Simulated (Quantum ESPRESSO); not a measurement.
```xyz
2
Lattice="0.0000 2.6971 2.6971 2.6971 0.0000 2.6971 2.6971 2.6971 0.0000" Properties=species:S:1:pos:R:3 pbc="T T T"
Si     4.0457     4.0457     4.0457
Si     2.6971     2.6971     2.6971
```

The PBEsol cell relaxed from Materials Project entry mp-149 was given an isotropic strain of -0.7 % on all lattice vectors, and the atoms were relaxed again.

Question: What does norm-conserving PBEsol (Quantum ESPRESSO, 36 Ry, without SOC) give for the electronic structure near the Fermi level?

Answer: The PBEsol gap is indirect, 0.43 eV, from Γ to 82 % of the way from Γ to X; the smallest direct gap is 2.52 eV.
